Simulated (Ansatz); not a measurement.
AlN:
```xyz
4
Lattice="3.1136 0.0000 0.0000 -1.5568 2.6965 0.0000 0.0000 0.0000 4.9834" Properties=species:S:1:pos:R:3 pbc="T T T"
Al     1.5568     0.8988     2.4868
Al     0.0000     1.7976     4.9786
N      1.5568     0.8988     4.3903
N      0.0000     1.7976     1.8986
```

Cartesian axes are those of the cell as given.

Give the proper piezoelectric stress tensor with relaxed ions from plane-wave PAW PBEsol (Ansatz code).

In C/m², rows x, y, z, Voigt columns; mesh uncertainty up to 0.01.
```
 0.00   0.00   0.00   0.00  -0.35   0.00
 0.00   0.00   0.00  -0.35   0.00   0.00
-0.64  -0.64   1.61   0.00   0.00   0.00
```

The elastic tensor of the same run (GPa):

```json
[
 {"": "1", "1": "379", "2": "137", "3": "107", "4": "0.0", "5": "0.0", "6": "0.0"},
 {"": "2", "1": "137", "2": "379", "3": "107", "4": "0.0", "5": "0.0", "6": "0.0"},
 {"": "3", "1": "107", "2": "107", "3": "354", "4": "0.0", "5": "0.0", "6": "0.0"},
 {"": "4", "1": "0.0", "2": "0.0", "3": "0.0", "4": "111", "5": "0.0", "6": "0.0"},
 {"": "5", "1": "0.0", "2": "0.0", "3": "0.0", "4": "0.0", "5": "111", "6": "0.0"},
 {"": "6", "1": "0.0", "2": "0.0", "3": "0.0", "4": "0.0", "5": "0.0", "6": "121"}
]
```

Convert to strain constants d = e·S.

In pC/N:
```
 0.0   0.0   0.0   0.0  -3.1   0.0
 0.0   0.0   0.0  -3.1   0.0   0.0
-2.5  -2.5   6.1   0.0   0.0   0.0
```

Space group P6_3mc (wurtzite). The cell was relaxed with PBEsol under the symmetry of its start. Signs of piezoelectric constants follow the polarity of the cell as given.

Potentials: the earlier of the program's two PAW sets. The files were generated under PBE; for other functionals the program regenerates the frozen cores, and for LDA and PBEsol the local potential too.
